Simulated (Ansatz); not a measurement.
Relaxed Lu (hcp, Mg type):

```yaml
crystal:
  lattice:
    - [3.50429, 0.00000, 0.00000]
    - [-1.75215, 3.03481, 0.00000]
    - [0.00000, 0.00000, 5.45222]
  atoms:
    - { symbol: Lu, position: [0.33333, 0.66667, 0.75000] }
    - { symbol: Lu, position: [0.66667, 0.33333, 0.25000] }
```

In each cell atom 1 (Lu, nearest neighbour Lu at 3.395 Å; its periodic images, 3.5 Å or more away, move with it) moves by s·(0.707, 0.707, 0.000) (along Cartesian [110]), the rest being held.

Computed with r2SCAN (plane waves to 500 eV, PAW, scalar-relativistic; Ansatz, a first-principles code). k mesh 12×12×7 (Γ-centred), Fermi-Dirac smearing 0.05 eV. The energy includes the smearing's −TS. With partly filled bands, energies and forces of such displacements shift with the k mesh and the smearing. F∥ is the force on the atom along that direction. F⊥ is the part of the force across the line. Lu is run without spin polarisation. Lu was relaxed with its symmetry unable to fall. The zero of ΔE is the undisplaced structure.

```csv
s (Å),ΔE (eV/cell),|F⊥| (eV/Å),F∥ (eV/Å)
-0.340,0.093,0.052,0.550
-0.272,0.059,0.037,0.441
-0.204,0.033,0.024,0.329
-0.136,0.015,0.013,0.219
-0.068,0.004,0.004,0.107
0.000,0.000,0.000,0.000
0.068,0.003,0.004,-0.099
0.136,0.013,0.014,-0.196
0.204,0.030,0.024,-0.291
0.272,0.053,0.036,-0.378
0.340,0.081,0.052,-0.457
```

Derived quantities:

The energy at s = 0.340 Å comes out as 81 meV/cell. The force along the line at s = -0.340 Å is 0.550 eV/Å and the force constant k = d²E/ds² at s = 0 (finite differences) is 1.51 eV/Å². Symmetry of the curve: not even: the negative side lies higher at ±0.340 Å. Shape of the curve: a single well with its minimum at or next to zero displacement. Harmonic estimate at the end of the scan: ½ks² = 87 meV/cell against the computed 81 meV/cell, so the well is softer than harmonic there.

(For displaced atoms, the force is minus the slope of the energy, and its curvature is a force constant, which sets phonon frequencies.)
